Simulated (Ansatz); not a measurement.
Structure relaxation, Ti

The start is a generated trial cell of Ti in the omega structure type. A full variable-cell relaxation at zero pressure is run with r2SCAN (plane waves to 500 eV, PAW, scalar-relativistic; Ansatz, a first-principles code). First-step values are on the input's coarse k-mesh.

Ansatz input (later rounds restart from its end on a renewed k-mesh):
Ansatz 0.2 input:
```yaml
crystal:
  lattice:
    - [4.634416, 0, 0]
    - [-2.317208, 4.013522, 0]
    - [0, 0, 2.818727]
  atoms:
    - { symbol: Ti, position: [0, 0, 0] }
    - { symbol: Ti, position: [0.33333333, 0.66666667, 0.5] }
    - { symbol: Ti, position: [0.66666667, 0.33333333, 0.5] }
basis: { ecutwfc: 500, ecutrho_ratio: 4, xc_grid: 4, fft_grid_basis: typed }
kpoints: { mp_grid: { grid: [8, 8, 11] } }
hamiltonian:
  xc: r2scan
  dispersion: none
  pseudopotentials: { azcp: { folder: ./paw }, kind: paw }
scf: { occupations: { method: fermi_dirac, width: 0.05 } }
relax: { f_tol: 0.01, max_steps: 100, cell: { stress_tol: 0.02 } }
output: { forces: true, stress: true }
```

Problem. How large is the pressure on the unrelaxed cell, and of which sign?

Solution. -2.9 GPa (negative: the cell is under tension).

Problem. How much energy is released per atom?

Solution. 0.01 eV/atom.

Problem. How do the shortest distances between atoms change?

Solution. The closest pairs of elements (up to four, under 3.6 Å), start → end: Ti–Ti 2.68 → 2.64 Å.

Problem. What band gap does the relaxed structure have at this level?

Solution. No gap (metallic).

The space group stays P6/mmm (No. 191) (the run could not lower it), with 3 atoms in the primitive cell. Final values are on a 12×12×16 k-mesh of the relaxed cell. No spin polarisation in the result.

The run could not lose the symmetry of its start, so the end can be a saddle point.

All atoms sit on sites fixed by symmetry, so only the cell could relax.

The relaxed structure here is a generated cell of Ti: the first start was made by placing the elements on the sites of a structure type, and the end was not matched to a known phase here, so it may be hypothetical. Known forms of Ti include space group No. 194.
